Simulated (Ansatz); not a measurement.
PbS (NiAs type, P6_3/mmc) under volume change, plane-wave PAW PBEsol (Ansatz code), shape and atoms relaxed at each volume.

```json
[
 {"V (Å³/atom)": "23.703", "E − E(relaxed) (meV/atom)": "42.2", "P (GPa)": "6.20"},
 {"V (Å³/atom)": "24.484", "E − E(relaxed) (meV/atom)": "18.0", "P (GPa)": "3.83"},
 {"V (Å³/atom)": "25.266", "E − E(relaxed) (meV/atom)": "4.3", "P (GPa)": "1.79"},
 {"V (Å³/atom)": "26.047", "E − E(relaxed) (meV/atom)": "0.0", "P (GPa)": "0.00"},
 {"V (Å³/atom)": "26.829", "E − E(relaxed) (meV/atom)": "3.9", "P (GPa)": "-1.56"},
 {"V (Å³/atom)": "27.610", "E − E(relaxed) (meV/atom)": "15.0", "P (GPa)": "-2.93"},
 {"V (Å³/atom)": "28.391", "E − E(relaxed) (meV/atom)": "32.1", "P (GPa)": "-4.09"}
]
```

Task: What does a third-order Birch–Murnaghan fit give for V₀, B₀ and B′?

Result: V₀ = 26.05 Å³/atom, B₀ = 55.5 GPa, B′ = 3.6.

The first step of the workflow began from a Materials Project structure, measured or hypothetical; the Crystallography Open Database copy checked does not list it. It is not the phase usual at ambient conditions (space group No. 225). Symmetry was held in the PBEsol relaxation; its stability against distortions is not shown here. Scalar-relativistic: spin–orbit coupling is off unless named, which matters more the heavier the elements.

Potentials: the later of the program's two PAW sets.
